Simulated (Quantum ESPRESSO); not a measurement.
## Convergence test: KF

```yaml
crystal:
  lattice:
    - [0.00000, 2.65442, 2.65442]
    - [2.65442, 0.00000, 2.65442]
    - [2.65442, 2.65442, 0.00000]
  atoms:
    - { symbol: K, position: [0.00000, 0.00000, 0.00000] }
    - { symbol: F, position: [0.50000, 0.50000, 0.50000] }
```
The cell comes from the Materials Project (a computed structure). It is KF in Fm-3m. Stability against distortions was not tested.

Method: GIPAW with PBE in a modified build of Quantum ESPRESSO, on JTH PAW datasets; kept fixed: cutoff 22.5 Ha. Costs are rough, from a shared machine. Shieldings are absolute and leave out the bulk-susceptibility term; a larger σ means a smaller chemical shift.

| k-mesh | σ_iso F (ppm) | f-sum rule missed by (%) | irreducible k-points | rough cost ratio |
|---|---|---|---|---|
| 3×3×3 shifted | 252.6 | 0.03 | 6 | about 1 |
| 4×4×4 through Γ | 249.9 | 0.01 | 8 | about 1 |
| 4×4×4 shifted | 251.7 | 0.00 | 10 | about 1 |
| 5×5×5 shifted | 251.7 | 0.00 | 19 | 2 |
| 7×7×7 through Γ | 251.7 | 0.00 | 20 | 3 |
| 6×6×6 shifted | 251.7 | 0.00 | 28 | 3 |
| 7×7×7 shifted | 251.7 | 0.00 | 44 | 5 |
| 9×9×9 shifted | 251.7 | 0.00 | 85 | 7 |

Largest spread: σ_iso F (ppm) moves over 2.8 across the rows.
